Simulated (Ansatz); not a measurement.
MgS:
```
MgS
1.0
    0.00000     2.83100     2.83100
    2.83100     0.00000     2.83100
    2.83100     2.83100     0.00000
Mg S
1 1
Cartesian
  0.00000   0.00000   0.00000
  1.41550   1.41550   1.41550
```

Relaxed with r²SCAN. r²SCAN (plane waves, PAW; program Ansatz) gives a gap of 4.14 eV.

**Question.** What gap does HSE06 give on the same cell (Ansatz, PAW)?

**Answer.** 4.53 eV, 0.39 eV more. The hybrid was solved on a coarser mesh and at special points; its gap is the smallest among all of these.

```json
[
 {"k": "Γ", "v1 r²SCAN": "0.00", "c1 r²SCAN": "4.14", "v1 HSE06": "0.00", "c1 HSE06": "4.53"},
 {"k": "X", "v1 r²SCAN": "-1.05", "c1 r²SCAN": "4.32", "v1 HSE06": "…", "c1 HSE06": "…"},
 {"k": "L", "v1 r²SCAN": "-0.33", "c1 r²SCAN": "5.80", "v1 HSE06": "…", "c1 HSE06": "…"},
 {"k": "W", "v1 r²SCAN": "-1.33", "c1 r²SCAN": "5.98", "v1 HSE06": "…", "c1 HSE06": "…"},
 {"k": "K", "v1 r²SCAN": "-0.82", "c1 r²SCAN": "5.31", "v1 HSE06": "…", "c1 HSE06": "…"}
]
```

**Question.** Top valence (v1) and lowest conduction level (c1) in eV from each method's valence maximum (which need not be a listed point): supply the withheld HSE06 values.

**Answer.** 
- W, v1 HSE06: -1.41
- W, c1 HSE06: 6.58
- L, v1 HSE06: -0.36
- L, c1 HSE06: 6.25
- K, v1 HSE06: -0.88
- K, c1 HSE06: 5.87
- X, v1 HSE06: -1.12
- X, c1 HSE06: 4.86

Cost on shared cores: the r²SCAN run (SCF on a 9×9×9 mesh, then bands and DOS) around 14 core-seconds (rough), the HSE06 run (SCF on 6×6×6, then a few points) around 50 core-seconds (rough); the tasks are unlike.

Space group F-43m (zinc blende). The first step of the workflow began from a Materials Project structure, measured or hypothetical; the Crystallography Open Database copy checked does not list it. COD files the formula under space group No. 225, so this cell is another polymorph or a model. Its standing as an ambient phase is unchecked. Symmetry was held in the r²SCAN relaxation; its stability against distortions is not shown here.

Potentials: the later of the program's two PAW sets.
